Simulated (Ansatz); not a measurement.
Q: Each is relaxed and computed with PBEsol in the plane-wave PAW code Ansatz. Which is the only metal?
(A) BAs, P6_222 (B on 3d, As on 3c)
(B) LaAsO3, P2_1/m (La on 2e, As on 2e, O on 2e, O on 4f)
(C) TbAs, rock salt
(D) MgO, rock salt

A: C, TbAs, rock salt. TbAs: metal; MgO: gap 4.62 eV (direct); BAs: gap 0.31 eV (indirect); LaAsO3: gap 2.61 eV. Caveat: open 4f shells can settle in a state that is not the lowest. Spin orders computed, not proven ground states: TbAs, rock salt ferromagnetic. Constructed cells (a structure type filled with these elements, in neither database checked): BAs, P6_222 (B on 3d, As on 3c). Not the usual ambient phase: BAs, P6_222 (B on 3d, As on 3c). Standing as an ambient phase not checked: TbAs, rock salt; LaAsO3, P2_1/m (La on 2e, As on 2e, O on 2e, O on 4f). All cells were relaxed under the symmetry of their starts (and spin orders); stability against distortions was not tested throughout. No Hubbard U is applied. Spin–orbit coupling is left out wherever it is not named.

Potentials: the later of the program's two PAW sets.
